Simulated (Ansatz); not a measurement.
A generator proposed this cell of TiSi2O4.

```cif
data_structure
_symmetry_space_group_name_H-M 'P 1'
_symmetry_Int_Tables_number 1
_cell_length_a 5.3635
_cell_length_b 5.3635
_cell_length_c 2.8326
_cell_angle_alpha 90.000
_cell_angle_beta 90.000
_cell_angle_gamma 90.000
_cell_volume 81.49
loop_
_atom_site_label
_atom_site_type_symbol
_atom_site_fract_x
_atom_site_fract_y
_atom_site_fract_z
_atom_site_occupancy
Ti1 Ti 0.50000 0.50000 0.50403 1
Si1 Si 0.00000 0.50000 0.00000 1
Si2 Si 0.50000 0.00000 0.00000 1
O1 O 0.75000 0.75000 0.00806 1
O2 O 0.25000 0.25000 0.00806 1
O3 O 0.25000 0.75000 0.00806 1
O4 O 0.75000 0.25000 0.00806 1
```

Computed with Ansatz, DFT PBE, scalar-relativistic, plane waves, PAW. Plane waves to 420 eV, a k mesh through Γ of 4×4×6 on the computed 7-atom cell and Gaussian smearing (0.10 eV); collinear spin from starting moments 1.0 0.0 0.0 0.0 0.0 0.0 0.0 μB.

Formation energies are uncorrected and refer to the elements' standard structures at the same level (O₂ as a molecule).

**Question.** What does a single point on this coarse mesh give?

**Answer.** The pressure is -21.1 GPa (the mean over three directions, positive in compression), the largest force is 2.33 eV/Å, and the energy is −1.62 eV/atom against the elements. The shortest distance is 1.90 Å.

**Question.** Is it a good guess?

**Answer.** A rough one: relaxing gains about 0.20 eV/atom (the start's value is from the coarse mesh, so the gain is rough) in 18 ionic steps and ends at −1.82 eV/atom on the finer mesh. The symmetry goes from P4mm (No. 99) to P4/mmm (No. 123). The volume per atom shrinks by 11.1 %, from 11.6 to 10.3 Å³. The shortest distance goes from 1.90 Å (Si–O) to 1.82 Å (Si–O). Conventional cell: a = 5.144 Å, c = 2.737 Å. Ti is surrounded by 8 O at 2.17 Å, 2 Ti at 2.74 Å and 8 Si at 2.91 Å; Si has 4 O at 1.82 Å, 2 Si at 2.74 Å and 4 Ti at 2.91 Å; around O lie 2 Si at 1.82 Å and 2 Ti at 2.17 Å.

The last run used collinear spin, an 8×8×14 mesh (in the run's order of axes) for its 7-atom cell and Gaussian smearing of 0.10 eV. No Hubbard U is applied to the open shell of Ti. The relaxation can't lower the symmetry of the start, and the grade says only how near the guess is to its own end. A structure relaxed within its symmetry needn't be a true minimum.
